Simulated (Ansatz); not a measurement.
In3GaP4 as one 8-atom ordering (P-43m) on the zincblende lattice, relaxed with r2SCAN. Around Ga lie 4 P at 2.40 Å; around P lie 1 Ga at 2.40 Å and 3 In at 2.55 Å; around In lie 4 P at 2.55 Å.

Space group P-43m (No. 215). a = 5.792 Å, b = 5.792 Å, c = 5.792 Å, α = 90.00°, β = 90.00°, γ = 90.00°
```tsv
atom	site	symmetry	x	y	z
Ga	1a	-43m	0.0000	0.0000	0.0000
P	4e	.3m	0.2389	0.2389	0.2389
In	3c	-42.m	0.5000	0.5000	0.0000
```

The questions ask for values computed with Ansatz on this geometry. All values are calculated for a non-magnetic cell, which may be hypothetical.

Problem. What gap does r2SCAN give, and where are the band edges?

Solution. With r2SCAN the gap is 1.22 eV and direct, at Γ.

Problem. How does the gap change from r2SCAN to PBE (4×4×4)?

Solution. With PBE the gap is 0.78 eV and direct, at Γ. The gap differs by -0.44 eV from r2SCAN's.

Problem. What does PBE+SOC give for the gap (4×4×4 mesh)?

Solution. PBE+SOC gives a direct gap of 0.75 eV at Γ. Spin-orbit coupling itself accounts for -0.029 eV. The gap differs by -0.47 eV from r2SCAN's.

Problem. What does HSE06 give for the gap (4×4×4 mesh)?

Solution. HSE06 gives a direct gap of 1.58 eV at Γ. The gap differs by +0.36 eV from r2SCAN's.

Problem. Estimate the gap with PBE0 on 4×4×4.

Solution. The PBE0 gap is direct at Γ: 2.17 eV. The gap differs by +0.95 eV from r2SCAN's.

Problem. What do these levels agree on?

Solution. r2SCAN covers 55 % of the step from PBE to HSE06. Spin-orbit coupling moves the least or the direct gap by up to 0.03 eV, so it can be left out where a tenth of an eV counts. All these functionals give a gap of the same kind, direct.

Only the levels marked +SOC include spin-orbit coupling.

The meshes of the hybrids are coarse, so their gaps aren't converged to the digits shown.
